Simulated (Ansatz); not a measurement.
Relaxed Nb (bcc, W type):

```
CELL_PARAMETERS angstrom
     -3.30961     3.30961     3.30961
      1.65480    -1.65480     1.65480
      1.65480     1.65480    -1.65480
ATOMIC_POSITIONS crystal
  Nb 0.00000 0.00000 0.00000
  Nb 0.50000 0.00000 0.00000
```

In this cell atom 2 (Nb, nearest neighbour Nb at 2.866 Å; its periodic images, 2.9 Å or more away, move with it) is moved by s towards the nearest neighbour, unit vector (-0.577, -0.577, -0.577); all other atoms and the cell stay fixed.

Level of theory: PBE (plane waves to 420 eV, PAW, scalar-relativistic; Ansatz, a quantum-chemistry and plane-wave program). k mesh 8×16×16 (Γ-centred), Fermi-Dirac smearing 0.05 eV. The energy includes the smearing's −TS. Left out: 4 of 11 points, with atoms too close for the PAW data. With partly filled bands, energies and forces of such displacements shift with the k mesh and the smearing. On this mesh the relaxed cell isn't quite at rest: it carries a pressure of -0.1 GPa (compression positive) at the zero of the scan. Nb is run without spin polarisation. Nb was relaxed with its symmetry unable to fall. The zero of ΔE is the undisplaced structure.

Problem. Predict the ΔE (eV/cell) at s (Å) = -0.342, -0.228, -0.114, 0.114, 0.228, 0.342.

Solution. 
```json
[
 {"s (Å)": "-0.342", "ΔE (eV/cell)": "0.337"},
 {"s (Å)": "-0.228", "ΔE (eV/cell)": "0.145"},
 {"s (Å)": "-0.114", "ΔE (eV/cell)": "0.035"},
 {"s (Å)": "0.114", "ΔE (eV/cell)": "0.035"},
 {"s (Å)": "0.228", "ΔE (eV/cell)": "0.145"},
 {"s (Å)": "0.342", "ΔE (eV/cell)": "0.337"}
]
```

(A displaced cell: forces are minus the slopes of the energy, force constants its curvatures, and phonons follow from these.)
